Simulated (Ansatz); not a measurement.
According to r²SCAN in the plane-wave PAW code Ansatz, TaAlB in the orthorhombic phase (Cmcm; Al on 4c, B on 4c, Ta on 4c) relaxes to a = 3.320 Å, b = 14.565 Å, c = 3.088 Å. Against the elements it lies at -53 kJ/mol-atom, with no fitted shifts.

Electronic character: metallic (no gap).

Bader charges are Al +0.53, B -1.21, Ta +0.67 e.

The start of the workflow was typed in or built on a structure type; neither database checked (COD, Materials Project) lists it. Its standing as an ambient phase is unchecked. The cell was relaxed with r²SCAN under the symmetry of its start; whether a distortion lowers the energy is not shown. The run is not spin-polarised. The references are the lowest solids computed at this level, not always the standard phases. Spin–orbit coupling is left out wherever it is not named.

Potentials: the earlier of the program's two PAW sets. The files were generated under PBE; for other functionals the program regenerates the frozen cores, and for LDA and PBEsol the local potential too.
